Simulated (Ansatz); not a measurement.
Total density of states per atom from the program Ansatz at the r²SCAN level (PAW), in 0.25 eV bins, energy from the Fermi level:

```
E (eV) | states/eV/atom
    -7.85 |  0.00
    -7.60 | ############### 1.77
    -7.35 | ######################## 2.72
    -7.10 | ################# 1.93
    -6.85 | ############################## 3.44
    -6.60 | # 0.15
    -6.35 |  0.00
    -6.10 |  0.00
    -5.85 |  0.00
    -5.60 |  0.00
    -5.35 |  0.00
    -5.10 | # 0.07
    -4.85 | ##### 0.52
    -4.60 | ###### 0.68
    -4.35 | ### 0.37
    -4.10 | #### 0.47
    -3.85 | ####### 0.75
    -3.60 | ### 0.39
    -3.35 | ### 0.31
    -3.10 | #### 0.45
    -2.85 | ##### 0.53
    -2.60 | ###### 0.67
    -2.35 | ####### 0.81
    -2.10 | ####### 0.81
    -1.85 | ####### 0.75
    -1.60 | ###### 0.63
    -1.35 | ######## 0.88
    -1.10 | ########## 1.14
    -0.85 | ######### 1.02
    -0.60 | #### 0.41
    -0.35 | ## 0.25
    -0.10 | # 0.08
     0.15 |  0.00
     0.40 |  0.00
     0.65 |  0.01
     0.90 |  0.01
     1.15 |  0.02
     1.40 |  0.03
     1.65 |  0.04
     1.90 |  0.05
     2.15 | # 0.07
     2.40 | # 0.08
     2.65 | # 0.09
     2.90 | # 0.10
     3.15 | # 0.13
     3.40 | # 0.17
     3.65 | ## 0.21
     3.90 | ## 0.27
     4.15 | ### 0.35
     4.40 | ### 0.30
     4.65 | ### 0.31
```

Problem. Which of these materials gives this?
A. SnO, zinc blende
B. BaHfO3, cubic perovskite
C. CdInNO, P3m1 (In on 1b, Cd on 1c, O on 1b, N on 1c)
D. HfO2, fluorite

Solution. C, CdInNO, P3m1 (In on 1b, Cd on 1c, O on 1b, N on 1c). Within 0.5 eV of the Fermi level: N 2p 72 %, O 2p 16 %. Projections are on Löwdin-orthogonalised atomic valence shells; empty p or d shells of many metals are not among them.

The start of the workflow was typed in or built on a structure type; neither database checked (COD, Materials Project) lists it. Whether it is the stable phase at ambient conditions was not checked. The r²SCAN relaxation kept the symmetry of its start; whether a distortion lowers the energy is not shown. Scalar-relativistic: spin–orbit coupling is off unless named, which matters more the heavier the elements.

Potentials: the earlier of the program's two PAW sets.
